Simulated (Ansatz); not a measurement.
Clean, relaxed (001) surface of Li, space group P6_3/mmc (No. 194) (top face towards +c; atoms held fixed, by place in the list: 1, 2):

```
Li
1.0
     3.09261    0.00000    0.00000
    -1.54631    2.67828    0.00000
     0.00000    0.00000   24.59622
Li
4
Direct
  0.66667 0.33333 0.34558
  0.33333 0.66667 0.44853
  0.66667 0.33333 0.55319
  0.33333 0.66667 0.65239
```

All numbers below come from DFT r2SCAN, scalar-relativistic, plane waves, PAW in Ansatz 0.2.0. Settings: cutoff 500 eV, Γ-centred mesh 9×9×1 on the computed 4-atom cell, Gaussian smearing of 0.10 eV; no spin polarisation. A dipole correction removes the field between periodic images along c.

H (atom) is adsorbed on the top face, one adsorbate per 8.3 Å², and relaxed from 3 starting sites (fractions of a and b). The adsorption energy is E(slab + adsorbate) − E(slab) − E(free adsorbate, spin-polarised where open-shell). Heights count from the highest slab atom after relaxation. Δφ is the top face's. Δp counts per cell along +c. Bonded neighbours lie within 1.25 times the sum of covalent radii (1.35 for H) and, on that scale, within 12 % of the closest. With the adsorbate the cell is lengthened along c to keep the vacuum.

| start | ends at | E_ads (eV) | height (Å) | shortest contact | Δφ (eV) | Δp (e·Å) |
| --- | --- | --- | --- | --- | --- | --- |
| top (Li) at (0.33, 0.67) | (0.33, 0.67), 1 bonded neighbour (Li) | -0.69 | 1.69 | H–Li 1.69 Å | +4.09 | -0.190 |
| hollow (Li-Li-Li) at (0.00, 0.00), 1.0 Å under the top layer | (0.00, 0.00), 3 bonded neighbours (Li) | -2.90 | -0.92 | H–Li 2.01 Å | +0.59 | -0.015 |
| bridge (Li-Li) at (0.83, 0.67) | (0.69, 0.38), 3 bonded neighbours (Li) | -3.03 | -0.21 | H–Li 1.80 Å | -0.84 | +0.042 |

Among the sites tried, the lowest end comes from the bridge (Li-Li) at (0.83, 0.67) start; other sites may lie lower.

Each end is the local minimum or symmetric point that its start leads to. This isn't the usual crystal structure of Li. The slab is only 7.6 Å thick, so the energies aren't converged with thickness.

For at least one of the starts the bottom face's work function also shifts by over 0.1 eV: the slab is too thin to screen the adsorbate, so the work functions aren't converged with thickness.

The adsorbed runs have no spin polarisation, so weakly bound open-shell ends lie too high.